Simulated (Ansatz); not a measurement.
**La₂O₃ — electric field gradients**

The cell is a computed structure from the Materials Project (it need not be an observed phase).

```cif
data_La2O3
_symmetry_space_group_name_H-M 'C2/m'
_symmetry_Int_Tables_number 12
_cell_length_a 14.7637
_cell_length_b 3.7981
_cell_length_c 9.2243
_cell_angle_alpha 90.000
_cell_angle_beta 100.304
_cell_angle_gamma 90.000
loop_
_atom_site_label
_atom_site_type_symbol
_atom_site_symmetry_multiplicity
_atom_site_Wyckoff_symbol
_atom_site_fract_x
_atom_site_fract_y
_atom_site_fract_z
La1 La 4 i 0.3096 0.0000 0.8617
La2 La 4 i 0.6345 0.0000 0.4925
La4 La 4 i 0.0330 0.0000 0.8120
O7 O 4 i 0.2003 0.0000 0.6273
O8 O 4 i 0.1281 0.0000 0.2863
O9 O 4 i 0.5258 0.0000 0.6566
O10 O 4 i 0.1759 0.0000 0.9749
O15 O 2 b 0.5000 0.0000 0.0000
```

One atom of each set is listed; the run and its k-mesh use a cell of 15 atoms with edges of 7.62, 7.62, 9.22 Å.

All values are calculated (Ansatz; DFT, PBE, plane waves and PAW (field gradients read without the response of the frozen cores, which leaves them typically 4 to 6 % off), with spin–orbit coupling, 420 eV cutoff, Γ-centred 6×6×3 k-points, Fermi–Dirac smearing 0.02 eV), not measured.

C_Q = eQV_zz/h, which is 24.18 MHz for Q = 1 b and V_zz = 10²¹ V/m²; η = (V_xx − V_yy)/V_zz.

¹³⁹La: I = 7/2, Q = 206.0 mb; 17O: I = 5/2, Q = -25.58 mb. Quadrupole moments are those of Pyykkö's year-2017 table.

| site | atoms | first shell | V_xx, V_yy, V_zz (10²¹ V/m²) | η | C_Q (MHz) |
| --- | --- | --- | --- | --- | --- |
| La1 | 2 | 7 O at 2.39–2.87 Å | -2.47, -6.83, 9.30 | 0.47 | 46.3 |
| La2 | 2 | 7 O at 2.38–2.85 Å | -1.02, -3.58, 4.60 | 0.56 | 22.9 |
| La4 | 2 | 6 O at 2.36–2.67 Å | -2.40, -16.96, 19.36 | 0.75 | 96.4 |
| O7 | 2 | 3 La at 2.38–2.46 Å; also 2 La at 2.85–3.24 Å | -0.65, -1.92, 2.57 | 0.49 | -1.59 |
| O8 | 2 | 5 La at 2.39–2.68 Å | 0.67, 1.43, -2.10 | 0.36 | 1.30 |
| O9 | 2 | 4 La at 2.37–2.52 Å | -0.28, -0.37, 0.65 | 0.13 | -0.402 |
| O10 | 2 | 4 La at 2.36–2.41 Å | 0.35, 0.40, -0.75 | 0.07 | 0.465 |
| O15 | 1 | 6 La at 2.67–2.87 Å | 0.083, 1.19, -1.27 | 0.87 | 0.787 |

At O7 V_zz stands upright on the plane through its three neighbours (within 1°). At O8 V_zz points along its shortest bond, to La (within 6°).

The run took 11 min of wall time (11 min of CPU time) and 2.4 GiB at its peak, on 1 thread of Intel Xeon Platinum 8488C (Sapphire Rapids) (x86_64; 16 cores open to the job, memory cap 3.0 GiB, no GPU), a shared host with a load of 0.4 a core.
